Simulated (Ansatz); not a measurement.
La:
```xyz
1
Lattice="3.3283 0.0000 0.0000 0.0000 3.3283 0.0000 0.0000 0.0000 3.3283" Properties=species:S:1:pos:R:3 pbc="T T T"
La     0.0000     0.0000     0.0000
```

Relaxed with PBE.

Problem. List the phonon frequencies at the special points (DFPT on a 4×4×4 q-mesh, Fourier-interpolated; plane-wave PAW PBE (Ansatz code)).

Solution. In cm⁻¹.

| q | frequencies |
|---|---|
| Γ | 0 0 0 |
| X | 37i 37i 29 |
| M | 43i 36 36 |
| R | 8i 8i 8i |

Space group Pm-3m (simple cubic). The cell is a constructed one: a structure type filled with these elements; neither database checked (COD, Materials Project) lists it. It is not the phase usual at ambient conditions (space group No. 194). Symmetry was held in the PBE relaxation; phonons on a q-mesh show weakly imaginary modes. As this level gives no gap, phonon frequencies hold no LO–TO term and depend on the k-mesh and smearing (Fermi–Dirac, 0.1 eV here). Spin–orbit coupling is left out wherever it is not named.

Potentials: the later of the program's two PAW sets.
